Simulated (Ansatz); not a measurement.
Ca2CuO3:
```
CELL_PARAMETERS angstrom
     -1.62402     1.89266     6.04797
      1.62402    -1.89266     6.04797
      1.62402     1.89266    -6.04797
ATOMIC_POSITIONS crystal
  Ca 0.85090 0.35090 0.50000
  Ca 0.14910 0.64910 0.50000
  Cu 0.50000 0.00000 0.50000
  O  0.00000 0.00000 0.00000
  O  0.33992 0.83992 0.50000
  O  0.66008 0.16008 0.50000
```

Relaxed with r²SCAN. Special points in fractions of this cell's reciprocal vectors: Γ (0.000, 0.000, 0.000); X (0.500, 0.500, -0.500); F2 (0.268, 0.732, -0.268); Σ0 (-0.268, 0.268, 0.268); Y0 (0.274, -0.274, 0.274); U0 (0.726, 0.274, -0.274); R (0.000, 0.500, 0.000); W (0.250, 0.250, 0.250); S (0.500, 0.000, 0.000); T (0.000, 0.000, 0.500).

Task: List the band energies nearest the Fermi level at these points for plane-wave PAW r²SCAN (Ansatz code).

Result: In eV from the Fermi level; about four levels below and three above (degenerate sets whole), none deeper than 8.9 eV; points with the same levels are listed once.

```json
[
 {"k": "Γ", "below": "-2.33 -2.24 -1.85 -1.62", "above": "2.09 3.35 3.82"},
 {"k": "X", "below": "-2.58 -1.91 -1.58 -1.49", "above": "2.48 4.13 4.49"},
 {"k": "F2", "below": "-2.78 -2.51 -2.47 -1.17", "above": "3.70 5.50 5.63"},
 {"k": "Y0", "below": "-2.66 -1.96 -1.96 -1.70", "above": "0.66 4.44 4.90"},
 {"k": "R", "below": "-2.66 -2.58 -2.49 -1.19", "above": "3.72 5.55 5.71"},
 {"k": "W", "below": "-2.49 -2.25 -1.97 -1.92", "above": "0.81 1.35 4.32"},
 {"k": "S", "below": "-2.75 -1.99 -1.93 -1.66", "above": "0.66 4.55 4.92"},
 {"k": "T", "below": "-2.51 -2.05 -1.98 -1.92", "above": "0.82 1.29 4.70"}
]
```

Space group Immm. The workflow started from a Materials Project entry (that database holds measured and hypothetical structures alike); the Crystallography Open Database files this formula in space group No. 71, but the cells were not matched. Its standing as an ambient phase is unchecked. The cell was relaxed with r²SCAN under the symmetry of its start; whether a distortion lowers the energy is not shown. The run is not spin-polarised. No Hubbard U is applied. Without spin polarisation and U, an open-shell compound can come out a false metal.

Potentials: the later of the program's two PAW sets.
